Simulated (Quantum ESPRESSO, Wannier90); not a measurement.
**Wannierisation of CaO (rock salt)**

```
begin unit_cell_cart
ang
    0.0000000000    2.4035550000    2.4035550000
    2.4035550000    0.0000000000    2.4035550000
    2.4035550000    2.4035550000    0.0000000000
end unit_cell_cart
begin atoms_frac
Ca   0.0000000000  0.0000000000  0.0000000000
O    0.5000000000  0.5000000000  0.5000000000
end atoms_frac
```

Structure: Materials Project mp-2605, symmetrised, not relaxed again. COD (Crystallography Open Database) has an entry of this formula and space group (matched by these alone). Method: PBEsol plane waves in Quantum ESPRESSO 7.5 (PseudoDojo norm-conserving files, 68 Ry, no spin polarisation, no spin-orbit coupling), Bloch states on a 12×12×12 mesh through Γ, Wannier90 4.0.1. Density: 12×12×12 mesh, cold smearing 0.01 Ry.

Bands 5-8 form an isolated set from -15.39 to 0.00 eV relative to the valence-band maximum (on the path) and are turned into 4 Wannier functions by minimising the spread from the start: sp3 on O.

Problem. Where do the functions sit, how wide are they and what are they made of?

Solution. 
```csv
functions,spread (Å²),"nearest atom, distance (Å)","second atom, distance (Å)",weight on atomic waves
4,1.10,O 0.36,Ca 2.22,"O 2p 67 %, O 2s 21 %, Ca 4s 4 %"
```

Ω_I = 3.87 Å², Ω_total = 4.39 Å²; the interpolated bands follow pw.x to 0.2 meV rms on the path. It is the lowest total spread that any start reached here.
